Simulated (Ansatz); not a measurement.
BIr in space group P-6m2 (No. 187; B on 1b, Ir on 1e) at seven volumes, r²SCAN (plane waves, PAW; program Ansatz), shape and atoms relaxed at each. One row is withheld.

| V (Å³/atom) | P (GPa) |
|---|---|
| 9.787 | 37.00 |
| 10.109 | ? |
| 10.432 | 10.33 |
| 10.754 | 0.00 |
| 11.077 | -8.74 |
| 11.400 | -16.14 |
| 11.722 | -22.37 |

**Question.** Fit the shown pressures and predict the withheld one.

**Answer.** Third-order Birch–Murnaghan: P = (3/2)B₀(x^(7/2) − x^(5/2))[1 + (3/4)(B′ − 4)(x − 1)] with x = (V₀/V)^(2/3). Least squares on the six rows gives V₀ = 10.754 Å³/atom, B₀ = 316.2 GPa, B′ = 4.58. At V = 10.109, x = 1.0421 and P = 22.54 GPa. The run itself gave 22.54 GPa.

The workflow started from a Materials Project entry (that database holds measured and hypothetical structures alike); the Crystallography Open Database copy checked does not list it. Its standing as an ambient phase is unchecked. The cell was relaxed with r²SCAN under the symmetry of its start. At this level the phase is mechanically unstable. The run is not spin-polarised. Spin–orbit coupling is left out wherever it is not named.

Potentials: the later of the program's two PAW sets.
